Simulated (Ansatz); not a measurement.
Deforming BaTiO₃

```yaml
crystal:
  lattice:
    - [4.00730, 0.00000, 0.00000]
    - [0.00000, 4.00730, 0.00000]
    - [0.00000, 0.00000, 4.00730]
  atoms:
    - { symbol: Ba, position: [0.50000, 0.50000, 0.50000] }
    - { symbol: Ti, position: [0.00000, 0.00000, 0.00000] }
    - { symbol: O, position: [0.50000, 0.00000, 0.00000] }
    - { symbol: O, position: [0.00000, 0.50000, 0.00000] }
    - { symbol: O, position: [0.00000, 0.00000, 0.50000] }
```

Atoms are numbered in the order listed.

The cell comes from COD entry 1507757, which wasn't checked; take it as a given geometry.

Spin–orbit coupling is left out, though it moves levels of the heavy atoms by tenths of an eV or more.

Method: Ansatz 0.2.0, DFT, LDA, PAW with Ansatz's default frozen-core files, scalar-relativistic.

Settings: a Γ-centred 8×8×8 k mesh, Fermi–Dirac smearing of 0.05 eV, cutoff 420 eV, no spin polarisation; the PAW files were made with PBE, and the program remakes their frozen cores for this functional.

The unchanged cell is at -9.51 GPa.

x, y and z are the Cartesian axes of the cell as listed; fractional coordinates follow a strain, and an engineering shear is twice the off-diagonal strain component.

Vzz stands for the principal value of largest size of the field-gradient tensor, whatever its axis.

No spin–orbit coupling: at heavy atoms the gradients can be off by tens of per cent for that reason.

(1) With this change (equal xy, yz and zx engineering shear strains of -3 %), what becomes of the energy and stress and field gradients and gap?

With equal xy, yz and zx engineering shear strains of -1 %: energy change +1.4 meV/atom; stress change (xx, yy, zz, yz, xz, xy) 0.03, 0.03, 0.03, 1.20, 1.20, 1.20 GPa, compression positive; Vzz in 10²¹ V/m²: Ba1 0 → -1.21 (η = 0.00), Ti2 0 → 0.40 (η = 0.00), O3 2.31 → 2.32 (η = 0.01); gap on the k mesh 1.72 → 1.66 eV.

(2) With this change (equal xy, yz and zx engineering shear strains of +2 %), what becomes of the energy and stress and field gradients and gap?

(3) With this change (equal xy, yz and zx engineering shear strains of -2 %), what becomes of the energy and stress and field gradients and gap?

(4) With this change (equal xy, yz and zx engineering shear strains of +1 %), what becomes of the energy and stress and field gradients and gap?

(5) With this change (equal xy, yz and zx engineering shear strains of +3 %), what becomes of the energy and stress and field gradients and gap?

## Answers

(1) Energy change +12.7 meV/atom; stress change (xx, yy, zz, yz, xz, xy) 0.24, 0.24, 0.24, 3.63, 3.63, 3.63 GPa, compression positive; Vzz in 10²¹ V/m²: Ba1 0 → -3.39 (η = 0.00), Ti2 0 → 1.21 (η = 0.00), O3 2.31 → 2.40 (η = 0.01); gap on the k mesh 1.72 → 1.54 eV.

(2) Energy change +5.5 meV/atom; stress change (xx, yy, zz, yz, xz, xy) 0.11, 0.11, 0.11, -2.37, -2.37, -2.37 GPa, compression positive; Vzz in 10²¹ V/m²: Ba1 0 → 2.66 (η = 0.00), Ti2 0 → -0.79 (η = 0.00), O3 2.31 → 2.35 (η = 0.03); gap on the k mesh 1.72 → 1.65 eV.

(3) Energy change +5.6 meV/atom; stress change (xx, yy, zz, yz, xz, xy) 0.11, 0.11, 0.11, 2.41, 2.41, 2.41 GPa, compression positive; Vzz in 10²¹ V/m²: Ba1 0 → -2.35 (η = 0.00), Ti2 0 → 0.80 (η = 0.00), O3 2.31 → 2.35 (η = 0.00); gap on the k mesh 1.72 → 1.60 eV.

(4) Energy change +1.4 meV/atom; stress change (xx, yy, zz, yz, xz, xy) 0.03, 0.03, 0.03, -1.19, -1.19, -1.19 GPa, compression positive; Vzz in 10²¹ V/m²: Ba1 0 → 1.29 (η = 0.00), Ti2 0 → -0.39 (η = 0.00), O3 2.31 → 2.32 (η = 0.01); gap on the k mesh 1.72 → 1.69 eV.

(5) Energy change +12.2 meV/atom; stress change (xx, yy, zz, yz, xz, xy) 0.24, 0.24, 0.24, -3.54, -3.54, -3.54 GPa, compression positive; Vzz in 10²¹ V/m²: Ba1 0 → 4.08 (η = 0.00), Ti2 0 → -1.18 (η = 0.00), O3 2.31 → 2.41 (η = 0.05); gap on the k mesh 1.72 → 1.61 eV.
